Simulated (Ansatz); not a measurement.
Computed with DFT PBE, scalar-relativistic, plane waves, PAW, and for the lanthanide a 4f-in-core norm-conserving potential, in Ansatz 0.2.0. All cells share a 690 eV cutoff and Γ-centred k meshes spaced at most about 0.3 Å⁻¹ (about 0.25 or finer for metals, 2π included). No spin polarisation in the final relaxations.

Temperature and zero-point effects are left out.

Compare these two cells of HoO3, each relaxed at this level.

A.

```
CELL_PARAMETERS angstrom
3.74000 0.00000 0.00000
-1.87000 3.23894 0.00000
0.00000 0.00000 4.50307
ATOMIC_POSITIONS crystal
Ho 0.00000 0.00000 0.50000
O 0.33333 0.66667 0.68205
O 0.66667 0.33333 0.31795
O 0.00000 0.00000 0.00000
```

B.

```
CELL_PARAMETERS angstrom
0.00000 2.76427 2.76427
2.76427 0.00000 2.76427
2.76427 2.76427 0.00000
ATOMIC_POSITIONS crystal
Ho 0.00000 0.00000 0.00000
O 0.25000 0.25000 0.25000
O 0.75000 0.75000 0.75000
O 0.50000 0.50000 0.50000
```

Problem. Which would you expect to be lower, and how large is the difference?

Solution. A is lower, by 21 meV/atom. A has space group P-3m1 (No. 164), 13.6 Å³/atom and no gap on its mesh; B has the BiF3 (D0_3) type, space group Fm-3m (No. 225), 10.6 Å³/atom and no gap. Counting O atoms around Ho (those within 1.25 times the shortest such distance or 1.15 times the sum of covalent radii, 1.27 where that leaves under three; a plus sign parts nearer from farther groups), A has Ho 8 and B has Ho 8+6. The lower one is the more open, so pressure narrows the difference. In A, Ho is surrounded by 8 O at 2.25–2.31 Å; O on a site of symmetry 3m has 3 Ho at 2.31 Å and 6 O at 2.59–2.71 Å; O on a site of symmetry -3m has 2 Ho at 2.25 Å and 6 O at 2.59 Å. In B, Ho is surrounded by 8 O at 2.39 Å and 6 O at 2.76 Å; O on a site of symmetry -43m has 4 Ho at 2.39 Å, 4 O at 2.39 Å and 6 O at 2.76 Å; O on a site of symmetry m-3m is surrounded by 8 O at 2.39 Å and 6 Ho at 2.76 Å. Both come from invented guesses. A third cell relaxed alike, in P-6m2, lies 274 meV/atom below the lower of the two.

In P-3m1, Fm-3m an odd number of valence electrons (the lanthanide is held trivalent, its 4f shell in the core) allows no gap without spin; another valence of the lanthanide, a larger cell or a magnetic state could open one. A magnetic state wasn't ruled out in cells without spin, among them P-3m1, Fm-3m. Cells relaxed within their symmetry can be saddle points.

The lanthanide is trivalent by construction, without f bands, f moments or other valences.
